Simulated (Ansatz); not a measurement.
Here is the system:

ReC:
```yaml
crystal:
  lattice:
    - [0.00000, 2.15542, 2.15542]
    - [2.15542, 0.00000, 2.15542]
    - [2.15542, 2.15542, 0.00000]
  atoms:
    - { symbol: C, position: [0.00000, 0.00000, 0.00000] }
    - { symbol: Re, position: [0.50000, 0.50000, 0.50000] }
```

This is the PBEsol-relaxed structure.

**Question.** All from the program Ansatz at the PBEsol level (PAW), unless another level is named. Estimate the electronic character.

**Answer.** metallic (no gap).

**Question.** Next, the formation energy from the elements (no fitted shifts)?

**Answer.** 0.85 eV/atom.

**Question.** Next, the density of states at the Fermi level?

**Answer.** 1.0 states/eV per atom (mean over ±0.08 eV).

**Question.** Predict the gap with spin–orbit coupling.

**Answer.** none (metallic).

Space group Fm-3m (rock salt). The start of the workflow was typed in or built on a structure type; neither database checked (COD, Materials Project) lists it. Whether it is the stable phase at ambient conditions was not checked. The PBEsol relaxation kept the symmetry of its start. At this level the phase is mechanically unstable. No spin polarisation was allowed. Its formation energy is positive at this level, so the cell may be metastable or incomplete. The references are the lowest solids computed at this level, not always the standard phases. Scalar-relativistic: spin–orbit coupling is off unless named, which matters more the heavier the elements.

Potentials: the later of the program's two PAW sets.
